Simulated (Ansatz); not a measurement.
# Notes on a calculation: YbN (zincblende structure)

Computed with Ansatz (plane waves, PAW, 420 eV cutoff): PBE+U (U_eff = 6 eV on Yb 4f), scalar-relativistic, collinear spin, Γ-centred 8×8×8 mesh, 0.05 eV Gaussian smearing. The datasets are Ansatz's generated set soft_2.

This is a trial structure; measured cells of the compound in the Crystallography Open Database are in space group Fm-3m (rock salt).

Starting cell:

```
Yb N
1.0
     0.00000    2.63540    2.63540
     2.63540    0.00000    2.63540
     2.63540    2.63540    0.00000
Yb N
1 1
Direct
  0.00000 0.00000 0.00000
  0.25000 0.25000 0.25000
```

Moments typed, the run going on from the state of an earlier one (μB, in the order of the atoms): 1.0, 0.0.

The first steps of the search for zero pressure:

| run | level | k-mesh | kind | V (Å³/atom) | P (GPa) | gap on the mesh (eV) | largest moment (μB) |
| --- | --- | --- | --- | --- | --- | --- | --- |
| 1 | PBE+U | 8×8×8 | fixed cell | 18.30 | -6.7 | 1.01 | 0.98 |

(1) At which volume does PBE+U reach zero pressure?

Answer:

(1) 17.20 Å³/atom, about 6.0 % under the start.

The steps that followed:

| run | level | k-mesh | kind | V (Å³/atom) | P (GPa) | E − E(final) (meV/atom) | gap on the mesh (eV) | largest moment (μB) |
| --- | --- | --- | --- | --- | --- | --- | --- | --- |
| 2 | PBE+U | 8×8×8 | fixed cell | 17.49 | -2.0 | 1.9 | 1.16 | 0.98 |
| 3 | PBE+U | 8×8×8 | fixed cell | 17.20 | 0.0 | 0.0 | 1.21 | 0.98 |

The cell is relaxed to zero pressure at this level.

The final structure (symmetry read at 0.01 Å). Symmetry: F-43m, No. 216, cubic system. The conventional cell has a = 5.162 Å, b = 5.162 Å, c = 5.162 Å, α = 90.00°, β = 90.00°, γ = 90.00°. Yb (site symmetry -43m) has 4 N at 2.24 Å as nearest neighbours. N (site symmetry -43m) has 4 Yb at 2.24 Å as nearest neighbours. (Neighbours are counted to 15 % beyond the shortest distance.)

| atom | site | symmetry | x | y | z |
| --- | --- | --- | --- | --- | --- |
| Yb | 4a | -43m | 0.0000 | 0.0000 | 0.0000 |
| N | 4d | -43m | 0.2500 | 0.2500 | 0.7500 |

The electronic state has lower symmetry than the lattice and leaves a non-hydrostatic stress of up to 0.3 GPa in this cell.

- Of 4 converged starts of the open shells, 3 reached the lowest state found; the highest ended 426 meV/atom above it.
- Among 5 magnetic starts the lowest energy, to 0.5 meV/atom, came from: ferromagnetic; antiferromagnetic, doubled cell, propagation vector (0, 0, 1/2); antiferromagnetic, doubled cell, propagation vector (0, 1/2, 1/2); small parallel starting moments. The next state (no spin polarisation) lies 453.6 meV/atom higher.
- At the final geometry the gap, band path included, is 1.21 eV and the site spin moments are Yb 0.98 μB.
- The equation of state gives B0 = 121 GPa and B0′ = 3.9.
- The elastic tensor is positive definite (smallest eigenvalue 39 GPa).
- The runs in the table took roughly 0.7 core-minutes.

**Why it comes out so.**

Formal charges Yb³⁺, N³⁻ leave Yb³⁺ with an open 4f¹³ shell. A part-filled shell gives a gap only if something splits it: here the Hubbard U pushes the occupied f orbitals down and the empty ones up, perhaps past the metal's d band, and the gap is 1.21 eV.

Within 0.6 eV of the edges the projected states are 84 % N 2p at the top of the valence band and 97 % Yb 4f at the bottom of the conduction band. The lowest excitation takes an electron from N to Yb, the pattern of a charge-transfer insulator.

Hund's first rule gives Yb³⁺ with 13 f electrons 1 unpaired spin, a spin moment of 1 μB; the run has 0.98 μB on Yb (atomic spheres) and 13.01 f electrons on orthogonalised orbitals. The moment is close to the ion's, so in this run the shell is localised and nearly fully polarised. Without spin–orbit coupling the orbital moment, which adds to the spin in such a shell (free ion: L = 3 beside 2S = 1), is missing, so this isn't the moment that neutrons would see.

Bader charges against formal ones: Yb +1.81 (+3), N −1.81 (−3). The cations give up 60 % of the formal charge; Bader charges stay under formal ones because the anions' density reaches into the cations' basins, the more so the higher the formal charge and the softer the anion.

With a Hubbard U or exact exchange the result depends on the state in which the open shell ends, and a lower one can't be excluded. These numbers lack spin–orbit coupling. The order of the orbitals lowers the symmetry, along an axis that is one of several equivalent ones. Site moments are of spin, integrated over atomic spheres.
